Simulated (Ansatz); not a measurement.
BP (zinc blende, F-43m) under volume change, DFT-HSE06 in the program Ansatz with PAW potentials, scaled uniformly.

```csv
V (Å³/atom),E − E(relaxed) (meV/atom),P (GPa)
10.532,…,…
10.879,25.0,12.12
11.226,6.0,5.63
11.573,0.0,0.00
11.921,…,…
12.268,20.7,-9.12
12.615,44.5,-12.80
```

Q: Complete the blanks.

A: 
- 11.921, E − E(relaxed) (meV/atom): 5.4
- 11.921, P (GPa): -4.88
- 10.532, E − E(relaxed) (meV/atom): 59.2
- 10.532, P (GPa): 19.60

Q: What does a third-order Birch–Murnaghan fit give for V₀, B₀ and B′?

A: V₀ = 11.57 Å³/atom, B₀ = 174 GPa, B′ = 3.7.

The cell was relaxed with HSE06 under the symmetry of its start.

Potentials: the later of the program's two PAW sets.
